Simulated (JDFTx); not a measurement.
An input for a modified build of JDFTx (AlN(1 0 -1 0), linear PCM (GLSSA13), water, 0.5 M NaCl; bohr, hartree) and the course of its log:

```
lattice \
  5.9121779161 0.0000000000 0.0000000000 \
  0.0000000000 9.4806803782 0.0000000000 \
  0.0000000000 0.0000000000 42.1408925792
coords-type Lattice
ion Al 0.5000000000 -0.0225200935 -0.1316854111 0
ion Al 0.0000000000 0.5091425267 -0.1055742538 0
ion Al 0.0000000000 0.0007100000 -0.0202499120 0
ion Al 0.5000000000 0.5007100000 0.0202499120 0
ion Al 0.5000000000 0.0091425267 0.1055742538 0
ion Al 0.0000000000 0.4774799065 0.1316854111 0
ion N 0.5000000000 0.6261733195 -0.1403748867 0
ion N 0.0000000000 0.1279111038 -0.1035387208 0
ion N 0.0000000000 0.6192900000 -0.0202499120 0
ion N 0.5000000000 0.1192900000 0.0202499120 0
ion N 0.5000000000 0.6279111038 0.1035387208 0
ion N 0.0000000000 0.1261733195 0.1403748867 0
ion-species pseudo/al_pbe_v1.upf
ion-species pseudo/n_pbe_v1.2.upf
elec-cutoff 20 100
elec-ex-corr gga-PBE
coulomb-interaction Slab 001
coulomb-truncation-embed 0 0 0
kpoint-folding 6 4 1
elec-smearing Fermi 0.003
elec-n-bands 30
converge-empty-states yes
electronic-scf nIterations 100 energyDiffThreshold 1e-08
fluid LinearPCM
pcm-variant GLSSA13
fluid-solvent H2O
fluid-cation Na+ 0.5
fluid-anion Cl- 0.5
fluid-minimize nIterations 400 knormThreshold 1e-11
wavefunction read vac.wfns
elec-initial-eigenvals vac.eigenvals
dump-name f0.$VAR
dump End State Ecomponents EigStats BandEigs Forces ElecDensity IonicPositions Fillings Kpoints Dtot FluidDebug BoundCharge FluidDensity
```

```
[one cycle in 5 is shown, and the last three; fluid-solver lines are left out]
	FillingsUpdate:  mu: -0.129378569  nElectrons: 48.000000
SCF: Cycle:  0   F: -72.970441014574490   dF: -5.810e-03   |Residual|: 2.182e-02   |deigs|: 1.308e-03
	FillingsUpdate:  mu: -0.084306439  nElectrons: 48.000000
SCF: Cycle:  5   F: -72.993278406691090   dF: -7.280e-03   |Residual|: 6.940e-03   |deigs|: 9.234e-03
	FillingsUpdate:  mu: -0.043245637  nElectrons: 48.000000
SCF: Cycle: 10   F: -72.797915631984509   dF: +1.022e-01   |Residual|: 6.480e-02   |deigs|: 9.416e-03
	FillingsUpdate:  mu: -0.045241499  nElectrons: 48.000000
SCF: Cycle: 15   F: -72.858685100728678   dF: -1.436e-02   |Residual|: 4.658e-02   |deigs|: 3.612e-03
	FillingsUpdate:  mu: -0.076880657  nElectrons: 48.000000
SCF: Cycle: 20   F: -73.008790604424476   dF: +4.770e-03   |Residual|: 6.895e-03   |deigs|: 8.014e-03
	FillingsUpdate:  mu: -0.069055634  nElectrons: 48.000000
SCF: Cycle: 25   F: -73.018327898862992   dF: -6.324e-03   |Residual|: 5.181e-03   |deigs|: 9.215e-03
	FillingsUpdate:  mu: -0.059879820  nElectrons: 48.000000
SCF: Cycle: 30   F: -73.025976378573489   dF: -2.254e-03   |Residual|: 7.493e-03   |deigs|: 5.805e-03
	FillingsUpdate:  mu: -0.055341755  nElectrons: 48.000000
SCF: Cycle: 35   F: -73.029289026710600   dF: -2.355e-03   |Residual|: 8.035e-03   |deigs|: 6.994e-03
	FillingsUpdate:  mu: -0.048544538  nElectrons: 48.000000
SCF: Cycle: 40   F: -73.030904592504385   dF: -2.260e-03   |Residual|: 6.248e-03   |deigs|: 7.716e-03
	FillingsUpdate:  mu: -0.046701537  nElectrons: 48.000000
SCF: Cycle: 45   F: -73.033516533629935   dF: -2.794e-03   |Residual|: 5.532e-03   |deigs|: 6.051e-03
	FillingsUpdate:  mu: -0.040533089  nElectrons: 48.000000
SCF: Cycle: 50   F: -73.036847094420452   dF: -2.727e-04   |Residual|: 6.809e-03   |deigs|: 1.617e-03
	FillingsUpdate:  mu: -0.032123656  nElectrons: 48.000000
SCF: Cycle: 55   F: -73.039136884158452   dF: -2.091e-04   |Residual|: 2.076e-03   |deigs|: 9.270e-04
	FillingsUpdate:  mu: -0.032440881  nElectrons: 48.000000
SCF: Cycle: 60   F: -73.039264215714908   dF: +1.067e-04   |Residual|: 2.003e-03   |deigs|: 3.707e-03
	FillingsUpdate:  mu: -0.033863185  nElectrons: 48.000000
SCF: Cycle: 65   F: -73.040481656901633   dF: -2.671e-05   |Residual|: 2.233e-03   |deigs|: 7.994e-04
	FillingsUpdate:  mu: -0.035544210  nElectrons: 48.000000
SCF: Cycle: 70   F: -73.040708460904568   dF: -2.487e-06   |Residual|: 2.356e-03   |deigs|: 2.673e-03
	FillingsUpdate:  mu: -0.041471938  nElectrons: 48.000000
SCF: Cycle: 75   F: -73.040760808599373   dF: -7.811e-06   |Residual|: 2.111e-03   |deigs|: 6.518e-04
	FillingsUpdate:  mu: -0.040632521  nElectrons: 48.000000
SCF: Cycle: 80   F: -73.041104009228647   dF: -1.929e-04   |Residual|: 1.203e-03   |deigs|: 5.223e-04
	FillingsUpdate:  mu: -0.037943034  nElectrons: 48.000000
SCF: Cycle: 85   F: -73.041453934344872   dF: -3.599e-05   |Residual|: 3.378e-04   |deigs|: 9.398e-04
	FillingsUpdate:  mu: -0.037434550  nElectrons: 48.000000
SCF: Cycle: 90   F: -73.041512913867962   dF: +1.315e-06   |Residual|: 3.189e-04   |deigs|: 1.774e-04
	FillingsUpdate:  mu: -0.037055808  nElectrons: 48.000000
SCF: Cycle: 95   F: -73.041523628198064   dF: -7.238e-07   |Residual|: 3.962e-04   |deigs|: 8.370e-05
	FillingsUpdate:  mu: -0.036734139  nElectrons: 48.000000
SCF: Cycle: 97   F: -73.041526350148303   dF: -5.641e-07   |Residual|: 2.927e-04   |deigs|: 5.335e-05
	FillingsUpdate:  mu: -0.036620954  nElectrons: 48.000000
SCF: Cycle: 98   F: -73.041527217164059   dF: -8.670e-07   |Residual|: 2.894e-04   |deigs|: 9.241e-05
	FillingsUpdate:  mu: -0.035980467  nElectrons: 48.000000
SCF: Cycle: 99   F: -73.041527694677029   dF: -4.775e-07   |Residual|: 7.220e-05   |deigs|: 5.602e-04
SCF: None of the convergence criteria satisfied after 100 iterations.
IonicMinimize: Iter:   0  F: -73.041527694677029  |grad|_K:  0.000e+00
IonicMinimize: Converged (|grad|_K<1.000000e-04).
```

This run gave no converged result. The loop ran out of cycles short of its threshold. It has stalled and not diverged: the last ten energies span 1e-05 Ha, so the total is near its end, but levels, forces and charges aren't shown converged.
